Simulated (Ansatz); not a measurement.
SnS$_{2}$:
```
SnS2
1.0
    0.00000     3.24702     3.24702
    3.24702     0.00000     3.24702
    3.24702     3.24702     0.00000
Sn S
1 2
Cartesian
  0.00000   0.00000   0.00000
  1.62351   1.62351   1.62351
  4.87053   4.87053   4.87053
```

Relaxed with PBE. Special points in fractions of this cell's reciprocal vectors: Γ (0.000, 0.000, 0.000); X (0.500, 0.000, 0.500); U (0.625, 0.250, 0.625); K (0.375, 0.375, 0.750); L (0.500, 0.500, 0.500); W (0.500, 0.250, 0.750).

Problem. List the band energies nearest the Fermi level at these points for PBE (plane waves, PAW; program Ansatz).

Solution. In eV from the Fermi level; about four levels below and three above (degenerate sets whole), none deeper than 8.9 eV; points with the same levels are listed once.

```json
[
 {"k": "Γ", "below": "-2.90 -2.90 -2.90 -1.48 -1.48 -1.48", "above": "2.24 2.24 2.24"},
 {"k": "X", "below": "-7.99 -4.75 -4.75 -0.86", "above": "0.02 0.02 0.45"},
 {"k": "U", "below": "-4.48 -4.40 -1.27 -0.62", "above": "0.01 0.30 4.81"},
 {"k": "L", "below": "-3.25 -3.25 -2.92 -2.13 -2.13", "above": "1.39 4.55 4.55"},
 {"k": "W", "below": "-7.92 -5.11 -2.83 -2.83", "above": "0.15 0.22 0.23"}
]
```

Space group Fm-3m (fluorite). A made-up cell: these elements were put on the sites of a structure type; neither database checked (COD, Materials Project) lists it. It is not the phase usual at ambient conditions (space group No. 164). Symmetry was held in the PBE relaxation; its stability against distortions is not shown here. Scalar-relativistic: spin–orbit coupling is off unless named, which matters more the heavier the elements.

Potentials: the later of the program's two PAW sets.
